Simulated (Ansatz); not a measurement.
Input, command and steps of an Ansatz relaxation.

```yaml
crystal:
  lattice:
    - [5.8859552147, -0.0201511212, -0.0227942702]
    - [-0.0201511212, 6.8299369753, -0.0051265607]
    - [-0.0227942702, -0.0051265607, 6.8564230942]
  atoms:
    - { symbol: Zn, position: [0.0075809981, 0.0282977401, 0.0320322686] }
    - { symbol: Zn, position: [0.499283966, 0.0441658854, 0.0474498456] }
    - { symbol: Zn, position: [0.4976970625, 0.4546267833, 0.9872514216] }
    - { symbol: Zn, position: [0.4977609107, 0.9632526108, 0.4528920152] }
    - { symbol: Zn, position: [0.491422262, 0.5430682115, 0.5141058879] }
    - { symbol: Zn, position: [0.7325851312, 0.2263626826, 0.7173394596] }
    - { symbol: In, position: [0.9998172754, 0.4456537344, 0.9809615879] }
    - { symbol: In, position: [0.0018329414, 0.9785083561, 0.4683518178] }
    - { symbol: In, position: [0.0086666722, 0.5243220016, 0.5253196672] }
    - { symbol: In, position: [0.7284132811, 0.7904613552, 0.7919715735] }
    - { symbol: Au, position: [0.2551091785, 0.2710983734, 0.284034484] }
    - { symbol: Au, position: [0.7297681756, 0.2794102352, 0.3024696838] }
    - { symbol: Au, position: [0.2630650854, 0.7276390787, 0.200914878] }
    - { symbol: Au, position: [0.2909349981, 0.2137576284, 0.728483258] }
    - { symbol: Au, position: [0.747672214, 0.7260508765, 0.2055079753] }
    - { symbol: Au, position: [0.2492885904, 0.7878255889, 0.783036745] }
  symmetry: { detect: false }
basis:
  ecutwfc: 420
kpoints:
  mp_grid: { grid: [3, 3, 3] }
hamiltonian:
  xc: pbesol
scf:
  occupations: { method: gaussian, width: 0.1 }
  lower_state_search: "off"
output:
  forces: true
  stress: true
  eigenvalues: true
relax:
  adjacent_minimum: "off"
  f_tol: 0.04
  max_steps: 25
  cell: { stress_tol: 0.3 }
```

```bash
ansatz run input.yaml --threads 4 --pin off --max-ram 9216MiB --backend cpu --events-out ev --progress --plain --runs-dir out
```

Method: DFT PBEsol, scalar-relativistic, plane waves, PAW in Ansatz 0.2.0.

Of 15 frames 10 are shown, positions in Å and forces in eV/Å; the SCF threshold varies from step to step. Steps run on the plane waves of an earlier cell, with a Pulay correction in the pressure. The basis is chosen afresh for the last frame, the zero of the energies, and at times for earlier ones too; energy and pressure can step there, also at an unchanged geometry. Here that happened at step 12 (-3 meV/atom, 0.3 GPa); frames between the last choice of the basis and such a step carry an error that grows, as the cell changes, to that size. The mark taken_back stands on steps that the optimiser undid.

```xyz
16
Lattice="5.8860 -0.0202 -0.0228 -0.0202 6.8299 -0.0051 -0.0228 -0.0051 6.8564" Properties=species:S:1:pos:R:3:forces:R:3 pbc="T T T" step=1 free_energy_over_end_meV_per_atom=46.55 pressure_GPa=0.90
Zn    0.0433    0.1930    0.2193    0.0557   -0.0027    0.0138
Zn    2.9368    0.2913    0.3137   -0.0453    0.0455   -0.0293
Zn    2.8978    3.0900    6.7553   -0.0404   -0.0790   -0.0406
Zn    2.9001    6.5666    3.0889   -0.0523   -0.0206    0.0060
Zn    2.8698    3.6966    3.5109   -0.0505    0.0543    0.0588
Zn    4.2911    1.5276    4.9005   -0.0976   -0.0223   -0.0035
In    5.8535    3.0186    6.7008    0.0606   -0.0541   -0.0441
In   -0.0196    6.6807    3.2062    0.0647    0.0071   -0.0437
In    0.0285    3.5782    3.5989    0.0863   -0.0039    0.0090
In    4.2534    5.3801    5.4094   -0.1466    0.0218    0.0261
Au    1.4896    1.8450    1.9403    0.0573   -0.0087   -0.0416
Au    4.2829    1.8921    2.0558   -0.0279    0.0237   -0.0080
Au    1.5291    4.9634    1.3678   -0.0369    0.0007    0.0357
Au    1.6915    1.4504    4.9871    0.1185    0.0326    0.0618
Au    4.3815    4.9428    1.3883   -0.0541    0.0231    0.0399
Au    1.4336    5.3718    5.3591    0.1085   -0.0174   -0.0403
16
Lattice="6.0553 -0.0769 -0.0317 -0.0865 6.8419 0.0123 -0.0341 0.0125 6.7610" Properties=species:S:1:pos:R:3:forces:R:3 pbc="T T T" step=3 free_energy_over_end_meV_per_atom=41.61 pressure_GPa=-0.35
Zn    0.0837    0.1627    0.2050    0.0397   -0.0308   -0.0140
Zn    3.0073    0.2702    0.3100   -0.0117   -0.0045    0.0523
Zn    2.9386    3.0853    6.6598    0.0231    0.0140    0.0215
Zn    2.8917    6.5568    3.0550    0.0063    0.0016   -0.0491
Zn    2.8960    3.6944    3.4896   -0.0020   -0.0017    0.0061
Zn    4.3563    1.4977    4.8299    0.0268   -0.0137   -0.0240
In    5.9916    2.9670    6.5929   -0.0522    0.0290    0.0474
In   -0.0898    6.7201    3.1713   -0.0667    0.0098    0.0061
In    0.0259    3.5786    3.5582   -0.0727    0.0005   -0.0422
In    4.2734    5.3740    5.3458    0.1252   -0.0322   -0.0286
Au    1.5389    1.8382    1.9044   -0.0335    0.0078   -0.0160
Au    4.3554    1.8876    2.0381   -0.0281    0.0529    0.0914
Au    1.5167    4.9411    1.3620    0.0249   -0.0657   -0.0246
Au    1.7672    1.4458    4.9213    0.0622   -0.0004   -0.0097
Au    4.4226    4.9193    1.3966    0.0178   -0.0019    0.0065
Au    1.4517    5.3887    5.2746   -0.0587    0.0352   -0.0231
16
Lattice="6.3270 -0.1331 -0.0942 -0.1529 6.6792 0.0782 -0.1081 0.0787 6.6554" Properties=species:S:1:pos:R:3:forces:R:3 pbc="T T T" step=4 free_energy_over_end_meV_per_atom=35.35 pressure_GPa=0.23
Zn    0.2067    0.0855    0.1693    0.1293   -0.0747   -0.0415
Zn    3.1311    0.2340    0.3200   -0.0258   -0.0481   -0.1026
Zn    2.9747    3.0894    6.5377    0.0013   -0.0154    0.0362
Zn    2.8909    6.3755    3.0061   -0.0614    0.0244    0.0664
Zn    2.9051    3.6454    3.4903   -0.0982    0.0371    0.0227
Zn    4.5012    1.4453    4.7739   -0.0050   -0.0292    0.0138
In    6.0908    2.8858    6.4868   -0.0760    0.0337    0.0013
In   -0.2362    6.6369    3.1753    0.0075    0.0628    0.0165
In   -0.0481    3.5079    3.5179    0.0655   -0.0127   -0.0593
In    4.4234    5.2655    5.2602   -0.1500    0.0547    0.0133
Au    1.5239    1.7864    1.8250    0.1232   -0.0187    0.0435
Au    4.3504    1.9101    2.0836   -0.0375    0.0041    0.1264
Au    1.5749    4.7209    1.3406    0.1108    0.0449   -0.0355
Au    1.9007    1.4563    4.7953   -0.0053   -0.0470   -0.0621
Au    4.5519    4.8235    1.4001    0.0427   -0.0055   -0.0626
Au    1.4630    5.2950    5.1752   -0.0205   -0.0106    0.0239
16
Lattice="6.6369 -0.3170 -0.2570 -0.3666 6.5396 0.3232 -0.2982 0.3249 6.5622" Properties=species:S:1:pos:R:3:forces:R:3 pbc="T T T" step=6 free_energy_over_end_meV_per_atom=15.26 pressure_GPa=1.25
Zn    0.4388   -0.0223    0.0835   -0.0960    0.1297    0.0500
Zn    3.2784    0.1625    0.2520    0.2294   -0.0059    0.0662
Zn    2.8310    3.1748    6.4518   -0.0481   -0.0123   -0.0790
Zn    2.6784    6.2491    3.1343   -0.0748    0.0228    0.0060
Zn    2.7911    3.6508    3.5712    0.1051    0.0088   -0.0361
Zn    4.4893    1.4618    4.6799    0.1759    0.0837    0.1780
In    6.0097    2.9163    6.3877   -0.0092   -0.1334    0.1273
In   -0.6304    6.6811    3.3775   -0.0676    0.1263   -0.1201
In   -0.1548    3.5279    3.5362   -0.0703   -0.0495   -0.0574
In    4.2705    5.2539    5.2724    0.0199    0.1599    0.0937
Au    1.5562    1.7568    1.8018   -0.2625   -0.2516   -0.1771
Au    4.3219    1.9170    2.1277    0.2870   -0.1013   -0.0917
Au    1.5820    4.5535    1.4001    0.1451    0.0474    0.0890
Au    1.8786    1.4985    4.6831   -0.2515    0.0406   -0.0169
Au    4.5629    4.6669    1.4529    0.0833    0.1759    0.1057
Au    1.2333    5.2845    5.2190   -0.1659   -0.2408   -0.1378
16
Lattice="6.4664 -0.2942 -0.2911 -0.3389 6.7064 0.3666 -0.3366 0.3682 6.7250" Properties=species:S:1:pos:R:3:forces:R:3 pbc="T T T" step=7 free_energy_over_end_meV_per_atom=13.95 pressure_GPa=-1.52
Zn    0.4006    0.0151    0.0977    0.0011    0.0524   -0.0007
Zn    3.2255    0.1913    0.2229    0.0838    0.1167    0.1376
Zn    2.7031    3.2763    6.6143   -0.0971   -0.0376   -0.0769
Zn    2.5993    6.4530    3.2595   -0.1548   -0.0832   -0.0446
Zn    2.7493    3.7628    3.6341    0.0961   -0.1095    0.0110
Zn    4.3783    1.5765    4.8120   -0.0316    0.1051   -0.0430
In    5.8081    3.0772    6.5715    0.0461    0.0055   -0.0089
In   -0.6192    6.8702    3.5000   -0.1547   -0.1522   -0.0191
In   -0.1469    3.6238    3.6076    0.0194    0.1203    0.0339
In    4.0830    5.4933    5.4455    0.0193   -0.0224   -0.0324
Au    1.4929    1.7728    1.8438    0.0259    0.0813   -0.2073
Au    4.2677    1.9404    2.1516   -0.0745    0.1161    0.0184
Au    1.6055    4.7278    1.4363    0.0222   -0.2047    0.1287
Au    1.7192    1.5602    4.7970    0.1158    0.0227    0.0336
Au    4.4965    4.8377    1.4661    0.1450   -0.0233    0.2115
Au    1.0944    5.3963    5.3855   -0.0623    0.0128   -0.1420
16
Lattice="6.5192 -0.3130 -0.2304 -0.3611 6.6612 0.3755 -0.2664 0.3774 6.6073" Properties=species:S:1:pos:R:3:forces:R:3 pbc="T T T" step=9 free_energy_over_end_meV_per_atom=3.99 pressure_GPa=0.32
Zn    0.4625   -0.1015    0.1819    0.0412   -0.0165    0.0074
Zn    3.3838    0.2084    0.3351   -0.0176   -0.0305   -0.0391
Zn    2.8711    3.2287    6.4576   -0.0243   -0.0022   -0.0563
Zn    2.4637    6.3939    3.2355   -0.0476   -0.0275    0.0262
Zn    2.8338    3.7200    3.6759   -0.0025   -0.0132    0.0130
Zn    4.4108    1.6412    4.7803   -0.0067    0.0118    0.0098
In    5.9463    3.0480    6.4672    0.0463    0.0429   -0.0163
In   -0.7165    6.9089    3.4600    0.0486   -0.0133    0.0267
In   -0.0810    3.6092    3.4854    0.0331    0.0037    0.0039
In    4.0650    5.5312    5.4177    0.0197   -0.0089   -0.0086
Au    1.5136    1.7504    1.7321   -0.0545   -0.0032    0.0241
Au    4.2747    1.9625    2.1875   -0.0316    0.0253   -0.0197
Au    1.7814    4.5943    1.4063   -0.0063    0.0062    0.0161
Au    1.7589    1.5112    4.7672    0.0052    0.0106   -0.0172
Au    4.6552    4.7652    1.5341    0.0353   -0.0231   -0.0081
Au    0.9896    5.3844    5.2741   -0.0380    0.0379    0.0382
16
Lattice="6.5750 -0.3374 -0.2531 -0.3896 6.6585 0.3512 -0.2931 0.3530 6.6168" Properties=species:S:1:pos:R:3:forces:R:3 pbc="T T T" step=10 free_energy_over_end_meV_per_atom=3.83 pressure_GPa=-0.18
Zn    0.4867   -0.0991    0.2119    0.0662   -0.0413   -0.0097
Zn    3.4662    0.1742    0.3413   -0.0549   -0.0242    0.0282
Zn    2.9535    3.1621    6.4921   -0.0423    0.0225   -0.0326
Zn    2.3192    6.3750    3.2248    0.0681    0.0078   -0.0090
Zn    2.8136    3.6868    3.6682   -0.0011    0.0150   -0.0129
Zn    4.3921    1.6185    4.8091   -0.0081   -0.0308   -0.0272
In    6.0431    3.0036    6.3819   -0.0044    0.0184   -0.0122
In   -0.7962    6.8845    3.3873    0.0219    0.0680    0.0670
In   -0.0853    3.5919    3.4395   -0.0210   -0.0301   -0.0041
In    4.0374    5.5030    5.3472   -0.0149   -0.0084    0.0165
Au    1.4951    1.7715    1.7420    0.0263   -0.0237    0.0614
Au    4.2705    1.9048    2.2343   -0.0534    0.0238   -0.0324
Au    1.8394    4.5859    1.3525    0.0370    0.0275   -0.0134
Au    1.7232    1.5185    4.8118    0.0595    0.0314   -0.0277
Au    4.7483    4.6665    1.4315   -0.0623   -0.0723   -0.0841
Au    0.8542    5.4200    5.2454   -0.0168    0.0164    0.0923
16
Lattice="6.5745 -0.3171 -0.2341 -0.3662 6.6439 0.3521 -0.2711 0.3538 6.6027" Properties=species:S:1:pos:R:3:forces:R:3 pbc="T T T" step=12 free_energy_over_end_meV_per_atom=0.47 pressure_GPa=0.28
Zn    0.4971   -0.1068    0.2158    0.0169   -0.0194    0.0043
Zn    3.4253    0.1879    0.3376   -0.0080   -0.0005   -0.0126
Zn    2.9303    3.1847    6.4548   -0.0166    0.0056   -0.0089
Zn    2.4193    6.3678    3.2257    0.0115    0.0048    0.0101
Zn    2.8423    3.6929    3.6688   -0.0067    0.0248    0.0111
Zn    4.4184    1.6286    4.7825    0.0104   -0.0067    0.0035
In    6.0487    3.0115    6.4041   -0.0007   -0.0135    0.0167
In   -0.7425    6.8777    3.4144   -0.0111   -0.0021   -0.0002
In   -0.0850    3.5871    3.4531   -0.0012    0.0079   -0.0190
In    4.0931    5.5011    5.3670   -0.0034    0.0005   -0.0111
Au    1.5098    1.7636    1.7521   -0.0226   -0.0072    0.0106
Au    4.2851    1.9321    2.1953    0.0138    0.0035   -0.0075
Au    1.8398    4.5788    1.3816    0.0143    0.0099   -0.0031
Au    1.7586    1.5083    4.7785    0.0139    0.0022   -0.0060
Au    4.7414    4.6989    1.4602    0.0151   -0.0087   -0.0072
Au    0.9398    5.3848    5.2557   -0.0255   -0.0009    0.0194
16
Lattice="6.6103 -0.3817 -0.2775 -0.4410 6.6684 0.3695 -0.3217 0.3714 6.5846" Properties=species:S:1:pos:R:3:forces:R:3 pbc="T T T" step=13 free_energy_over_end_meV_per_atom=0.84 pressure_GPa=0.28 taken_back
Zn    0.4882   -0.1338    0.2338   -0.0040    0.0301    0.0612
Zn    3.3622    0.1597    0.2849    0.0620    0.0172    0.0314
Zn    2.8500    3.1954    6.4147    0.0055   -0.0274    0.0064
Zn    2.3245    6.3770    3.2237   -0.0134   -0.0542    0.0152
Zn    2.8933    3.6957    3.6175   -0.0295    0.0003   -0.0027
Zn    4.3989    1.5740    4.7486    0.0058    0.0636    0.0213
In    5.9847    2.9787    6.3756   -0.0037   -0.0196    0.0082
In   -0.8673    6.9094    3.4118    0.0097    0.0019   -0.0278
In   -0.0977    3.5961    3.4737   -0.0152    0.0193   -0.0441
In    4.0031    5.5055    5.3540   -0.0177    0.0075    0.0096
Au    1.4926    1.7566    1.7380   -0.0260   -0.0010   -0.0275
Au    4.2853    1.8759    2.1576    0.0144   -0.0221   -0.0374
Au    1.8060    4.5695    1.3853   -0.0061   -0.0100    0.0056
Au    1.7366    1.5416    4.7085    0.0053   -0.0014   -0.0082
Au    4.7194    4.6214    1.4391   -0.0083    0.0058    0.0180
Au    0.7868    5.4610    5.2706    0.0212   -0.0102   -0.0294
16
Lattice="6.6159 -0.3440 -0.2514 -0.3974 6.6565 0.3632 -0.2914 0.3651 6.5994" Properties=species:S:1:pos:R:3:forces:R:3 pbc="T T T" step=15 free_energy_over_end_meV_per_atom=0.00 pressure_GPa=-0.12
Zn    0.5101   -0.1273    0.2403    0.0210   -0.0144   -0.0064
Zn    3.4285    0.1795    0.3263    0.0042   -0.0065   -0.0081
Zn    2.9163    3.1901    6.4434   -0.0147   -0.0104   -0.0067
Zn    2.3828    6.3709    3.2327   -0.0128   -0.0068    0.0080
Zn    2.8684    3.7034    3.6582   -0.0207   -0.0031    0.0059
Zn    4.4277    1.6215    4.7760    0.0078    0.0168   -0.0027
In    6.0531    2.9944    6.4018    0.0048    0.0071   -0.0195
In   -0.8066    6.9011    3.4124    0.0124   -0.0108    0.0098
In   -0.0910    3.5983    3.4469    0.0168    0.0085    0.0192
In    4.0634    5.5166    5.3678    0.0112   -0.0002   -0.0029
Au    1.5095    1.7628    1.7522   -0.0090   -0.0084    0.0129
Au    4.2968    1.9132    2.1853    0.0030   -0.0019    0.0046
Au    1.8531    4.5738    1.3797   -0.0038    0.0178   -0.0088
Au    1.7666    1.5194    4.7534    0.0004   -0.0049   -0.0001
Au    4.7601    4.6639    1.4464   -0.0001    0.0190   -0.0046
Au    0.8604    5.4206    5.2658   -0.0205   -0.0020   -0.0008
```

It took 7.6 min on 4 threads of Arm Neoverse V1, with other jobs on the host, peak memory 1.4 GiB.

The k mesh is coarse. Spin–orbit coupling is left out, which can shift energies with elements as heavy as these.